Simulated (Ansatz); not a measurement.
**NbPd₃ under strain**

Method: Ansatz, DFT r2SCAN, scalar-relativistic, plane waves, PAW. (500 eV cutoff, 10×10×6 k-mesh, Gaussian smearing of 0.10 eV, no spin polarisation)

Reference structure (relaxed):

```yaml
crystal:
  lattice:
    - [3.90074, 0.00000, 0.00000]
    - [0.00000, 3.90074, 0.00000]
    - [0.00000, 0.00000, 8.02647]
  atoms:
    - { symbol: Nb, position: [0.00000, 0.00000, 0.00000] }
    - { symbol: Nb, position: [0.50000, 0.50000, 0.50000] }
    - { symbol: Pd, position: [0.00000, 0.50000, 0.25000] }
    - { symbol: Pd, position: [0.50000, 0.00000, 0.25000] }
    - { symbol: Pd, position: [0.50000, 0.50000, 0.00000] }
    - { symbol: Pd, position: [0.50000, 0.00000, 0.75000] }
    - { symbol: Pd, position: [0.00000, 0.50000, 0.75000] }
    - { symbol: Pd, position: [0.00000, 0.00000, 0.50000] }
```

Deformation: c alone is stretched, the rest of the cell is held and the atoms relax, all within the symmetry that the strain leaves. Energies are extrapolated to zero smearing.

| strain (%) | ΔE (meV/atom) | a (Å) | b (Å) | c (Å) |
| --- | --- | --- | --- | --- |
| -3.0 | 13.9 | 3.901 | 3.901 | 7.786 |
| -2.0 | 6.0 | 3.901 | 3.901 | 7.866 |
| -1.0 | 1.4 | 3.901 | 3.901 | 7.946 |
| +0.0 | 0.0 | 3.901 | 3.901 | 8.026 |
| +1.0 | 1.5 | 3.901 | 3.901 | 8.107 |
| +2.0 | 5.8 | 3.901 | 3.901 | 8.187 |
| +3.0 | 12.8 | 3.901 | 3.901 | 8.267 |

Question: What stiffness (1/V) d²E/dε² at zero strain does a cubic fit over all points give?

Answer: A cubic fit gives (1/V) d²E/dε² = 311 GPa at zero strain (the elastic constant along c at held a and b).

Cost: 7 runs of about 11 core-minutes in all, on Arm Neoverse V1 (shared hosts).